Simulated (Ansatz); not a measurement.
Relaxed-ion elastic tensor of Hf$_{2}$S in space group P6_3/mmc (No. 194; Hf on 4f, S on 2b) in GPa (Voigt order), the program Ansatz at the r²SCAN level (PAW); density 11.11 g/cm³, 19.38 Å³ per atom.

```csv
,1,2,3,4,5,6
1,214,91.2,91.5,0.0,0.0,0.0
2,91.2,214,91.5,0.0,0.0,0.0
3,91.5,91.5,288,0.0,0.0,0.0
4,0.0,0.0,0.0,104,0.0,0.0
5,0.0,0.0,0.0,0.0,104,0.0
6,0.0,0.0,0.0,0.0,0.0,61.3
```

Q: Is the crystal mechanically stable?

A: Yes: the smallest eigenvalue of C is 61.3 GPa.

Q: Work out the Voigt, Reuss and Hill averages.

A: K_V = 140, K_R = 138, K_H = 139; G_V = 83.4, G_R = 78.5, G_H = 81.0 GPa.

Q: Give Young's modulus, Poisson's ratio, Pugh's ratio and the universal anisotropy index.

A: E = 9KG/(3K + G) = 203 GPa; ν = 0.26; K/G = 1.72 (near the Pugh limit of 1.75, no verdict); A_U = 5G_V/G_R + K_V/K_R − 6 = 0.33.

Q: Estimate the sound speeds and the Debye temperature.

A: v_l = √((K + 4G/3)/ρ) = 4720 m/s, v_t = √(G/ρ) = 2700 m/s, mean 3000 m/s; Θ = (h/k)(3n/4πV)^(1/3) v_m = 332 K.

Q: How much does each axis shrink under pressure?

A: Linear compressibilities β_i = Σ_j S_ij (j = 1 to 3): x 2.8, y 2.8, z 1.7 per TPa.

The first step of the workflow began from a Materials Project structure, measured or hypothetical; the Crystallography Open Database copy checked does not list it. Its standing as an ambient phase is unchecked. Symmetry was held in the r²SCAN relaxation; whether a distortion lowers the energy is not shown. The run is not spin-polarised. As this level gives no gap, shear constants depend on the k-mesh and smearing (Fermi–Dirac, 0.1 eV here). On the denser mesh and wider smearing of the elastic run this cell carries a stress of 0.4 GPa. Spin–orbit coupling is left out wherever it is not named.

Potentials: the later of the program's two PAW sets.
